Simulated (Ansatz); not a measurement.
Nb2O5:
Space group Pmmn, origin choice 1 (No. 59); a = 3.8221 Å, b = 12.9180 Å, c = 3.9791 Å, α = 90.00°, β = 90.00°, γ = 90.00°

| atom | site | symmetry | x | y | z |
|---|---|---|---|---|---|
| Nb | 4e | m.. | 0.5000 | 0.3537 | 0.0700 |
| O | 2a | mm2 | 0.0000 | 0.0000 | 0.9867 |
| O | 4e | m.. | 0.0000 | 0.1490 | 0.4843 |
| O | 4e | m.. | 0.0000 | 0.3153 | 0.0059 |

Relaxed with r²SCAN. r²SCAN in the plane-wave PAW code Ansatz gives a gap of 2.77 eV.

Problem. What gap does HSE06 give on the same cell (Ansatz, PAW)?

Solution. 3.76 eV, 0.99 eV more. The hybrid was solved on a coarser mesh and at special points; the gap given is the minimum over both.

Cost on shared cores: the r²SCAN run (SCF on a 7×3×7 mesh, then bands and DOS) about 8 core-minutes (a rough figure), the HSE06 run (SCF on 4×2×4, then a few points) around 5 core-minutes (rough); the tasks are unlike.

The start of the workflow was typed in or built on a structure type; neither database checked (COD, Materials Project) lists it. COD files the formula under space group No. 3, 15, 139. Its standing as an ambient phase is unchecked. The cell was relaxed with r²SCAN under the symmetry of its start; whether a distortion lowers the energy is not shown. The workflow began spin-polarised and lost its moments. Spin–orbit coupling is left out wherever it is not named.

Potentials: the earlier of the program's two PAW sets.
